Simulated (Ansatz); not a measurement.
# Relaxing a structure of BAs

The start is a generated trial cell of BAs in the alpha-GeTe structure type. A full variable-cell relaxation at zero pressure is run with PBEsol (plane waves to 420 eV, PAW, scalar-relativistic; Ansatz, a program for electronic structure). The first steps use a coarse 9×9×9 k-mesh.

The start:
```
BAs
1.0
    1.57555     0.90964     2.69655
   -1.57555     0.90964     2.69655
    0.00000    -1.81929     2.69655
B As
1 1
Cartesian
  0.00000   0.00000   1.92210
  0.00000   0.00000   6.16754
```

Q: Does the structure survive the relaxation? Give the final space group.

A: The space group goes from R3m (No. 160) to F-43m (No. 216); the end is zinc blende type, with 2 atoms in the primitive cell.

Q: How does the volume change?

A: +16.8 %, from 11.59 to 13.55 Å³/atom.

Q: How do the shortest distances between atoms change?

A: The closest pairs of elements (up to four, under 3.6 Å), start → end: As–B 2.15 → 2.06 Å; B–B 3.15 → 3.37 Å; As–As 3.15 → 3.37 Å.

Q: Write out the relaxed structure.

A: 
```cif
data_As4B4
_chemical_formula_sum 'B4 As4'
_space_group_name_H-M_alt 'F-43m'
_space_group_IT_number 216
_space_group_name_Hall 'F -4 2 3'
_cell_length_a 4.76775
_cell_length_b 4.76775
_cell_length_c 4.76775
_cell_angle_alpha 90.000
_cell_angle_beta 90.000
_cell_angle_gamma 90.000
loop_
_atom_site_label
_atom_site_type_symbol
_atom_site_symmetry_multiplicity
_atom_site_Wyckoff_symbol
_atom_site_fract_x
_atom_site_fract_y
_atom_site_fract_z
_atom_site_occupancy
B1 B 4 b 0.50000 0.50000 0.50000 1
As1 As 4 d 0.75000 0.75000 0.75000 1
```
(The calculation used a cell of 2 atoms; values per cell refer to that cell.)

Final values are on a 12×12×12 k-mesh of the relaxed cell. No spin polarisation in the result.

The run could not lose the symmetry of its start; a randomly shaken copy of 4 atoms returns to this structure.
